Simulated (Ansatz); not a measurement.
CoSi2 (fluorite type, space group Fm-3m)

```yaml
crystal:
  lattice:
    - [0.00000, 2.67983, 2.67983]
    - [2.67983, 0.00000, 2.67983]
    - [2.67983, 2.67983, 0.00000]
  atoms:
    - { symbol: Co, position: [0.00000, 0.00000, 0.00000] }
    - { symbol: Si, position: [0.25000, 0.25000, 0.25000] }
    - { symbol: Si, position: [0.75000, 0.75000, 0.75000] }
```

The slice is a {110} plane (indices of the conventional cell) through the point (0.250, 0.250, 0.250) (fractional), spanned by u = [100] and v = [1 -1 -1] in vectors of this cell: u (3.79 Å) and v (5.36 Å, at 90° to u). It covers one period; positions are fractions (u, v).

The numbers are results of PBE (plane waves to 420 eV, PAW, scalar-relativistic; Ansatz, a quantum-chemistry and plane-wave program), not measurements. k mesh 15×15×15. Inside the PAW spheres the values are not all-electron values, and peaks at nuclei hang on which shells count as valence. CoSi2 is run without spin polarisation. CoSi2 was relaxed with its symmetry unable to fall.

Three fields on this plane, each scaled to ten steps between its own extremes (0 low, 9 high; the total valence density on a logarithmic scale, the potential cut 8 eV below its top; x marks points blanked near nuclei; v = 0 in the bottom row):

Map A
```
|xxxxxx876433334678xxxxx|
|xxxxxx654332233456xxxxx|
|xxxxxx543211112345xxxxx|
|xxxxx54321100112345xxxx|
|xxxx6432100000012346xxx|
|99976421000000001246799|
|99875421000000001245789|
|99875321000000001235789|
|99875421000000001245789|
|99976421000000001246799|
|xxxx6432100000012346xxx|
|xxxxx54321100112345xxxx|
|xxxxxx543211112345xxxxx|
|xxxxxx654332233456xxxxx|
|xxxxxx876433334678xxxxx|
|xxxxxxx8654334568xxxxxx|
|xxxxxx986433334689xxxxx|
|xxxxxx975322223579xxxxx|
|xxxxxx853xxxxxx358xxxxx|
|xxxxx96xxxxxxxxxx69xxxx|
|xxxx974xxxxxxxxxx479xxx|
|999985xxxxxxxxxxxx58999|
|999864xxxxxxxxxxxx46899|
|998863xxxxxxxxxxxx36889|
|999864xxxxxxxxxxxx46899|
|999985xxxxxxxxxxxx58999|
|xxxx974xxxxxxxxxx479xxx|
|xxxxx96xxxxxxxxxx69xxxx|
|xxxxxx853xxxxxx358xxxxx|
|xxxxxx975322223579xxxxx|
|xxxxxx986433334689xxxxx|
|xxxxxxx8654334568xxxxxx|
```

Map B
```
|xxxxxx036788887630xxxxx|
|xxxxxx046889988640xxxxx|
|xxxxxx157899998751xxxxx|
|xxxxx03678999987630xxxx|
|xxxx0357899999987530xxx|
|00013578999999998753100|
|23346788999999998876433|
|44556789999999999876554|
|23346788999999998876433|
|00013578999999998753100|
|xxxx0357899999987530xxx|
|xxxxx03678999987630xxxx|
|xxxxxx157899998751xxxxx|
|xxxxxx046889988640xxxxx|
|xxxxxx036788887630xxxxx|
|xxxxxxx2577777752xxxxxx|
|xxxxxx024555555420xxxxx|
|xxxxxx023310013320xxxxx|
|xxxxxx010xxxxxx010xxxxx|
|xxxxx00xxxxxxxxxx00xxxx|
|xxxx000xxxxxxxxxx000xxx|
|000121xxxxxxxxxxxx22100|
|233442xxxxxxxxxxxx24433|
|444542xxxxxxxxxxxx24544|
|233442xxxxxxxxxxxx24433|
|000122xxxxxxxxxxxx12100|
|xxxx000xxxxxxxxxx000xxx|
|xxxxx00xxxxxxxxxx00xxxx|
|xxxxxx010xxxxxx010xxxxx|
|xxxxxx023310013320xxxxx|
|xxxxxx024555555420xxxxx|
|xxxxxxx2577777752xxxxxx|
```

Map C
```
|xxxxxx876655556678xxxxx|
|xxxxxx766554455667xxxxx|
|xxxxxx655443344556xxxxx|
|xxxxx76543322334567xxxx|
|xxxx7654322112234567xxx|
|88876543211001123456788|
|88776543210000123456778|
|88776543210000123456778|
|88776543210000123456778|
|88876543211001123456788|
|xxxx7654322112234567xxx|
|xxxxx76543322334567xxxx|
|xxxxxx655443344556xxxxx|
|xxxxxx766554455667xxxxx|
|xxxxxx876655556678xxxxx|
|xxxxxxx8776666778xxxxxx|
|xxxxxx988777777889xxxxx|
|xxxxxx998899998899xxxxx|
|xxxxxx999xxxxxx999xxxxx|
|xxxxx99xxxxxxxxxx99xxxx|
|xxxx999xxxxxxxxxx999xxx|
|888899xxxxxxxxxxxx99888|
|888889xxxxxxxxxxxx98888|
|888889xxxxxxxxxxxx98888|
|888889xxxxxxxxxxxx98888|
|888899xxxxxxxxxxxx99888|
|xxxx999xxxxxxxxxx999xxx|
|xxxxx99xxxxxxxxxx99xxxx|
|xxxxxx999xxxxxx999xxxxx|
|xxxxxx998899998899xxxxx|
|xxxxxx988777777889xxxxx|
|xxxxxxx8776666778xxxxxx|
```

Problem. Assign the maps to these fields: electron localisation function (ELF); valence electron density; electrostatic potential energy of an electron, from the cell's mean.

Solution. A is the electron localisation function (ELF); B is the electrostatic potential energy of an electron, from the cell's mean; C is the valence electron density.
